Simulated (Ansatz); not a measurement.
The relaxed structure here is a generated cell of HfO2: the first start was made by placing the elements on the sites of a structure type, and the end was not matched to a known phase here, so it may be hypothetical. Known forms of HfO2 include space group No. 14, 29, 137, 225.

One stationary structure of HfO2. Space group Fd-3m (No. 227), AFLOW prototype AB2_cF48_227_c_e (as in Ti2C). Computed with r2SCAN (plane waves to 500 eV, PAW, scalar-relativistic; Ansatz, an electronic-structure program).

Space group Fd-3m, origin choice 1 (No. 227); a = b = c = 9.057 Å, α = β = γ = 90.00°

```json
[
 {"atom": "Hf", "site": "16c", "symmetry": ".-3m", "x": "0.1250", "y": "0.1250", "z": "0.1250"},
 {"atom": "O", "site": "32e", "symmetry": ".3m", "x": "0.3553", "y": "0.3553", "z": "0.3553"}
]
```
(The calculation used a cell of 12 atoms; values per cell refer to that cell.)

Q: What is the computed band gap (r2SCAN)?

A: 3.91 eV, indirect (valence top at L, conduction bottom at Γ) (no spin-orbit coupling).

Q: What smallest direct gap does r2SCAN give?

A: 3.99 eV at Γ.

No spin polarisation in the result.

The run could not lose the symmetry of its start: the end is stationary, and may be a saddle point rather than a minimum.
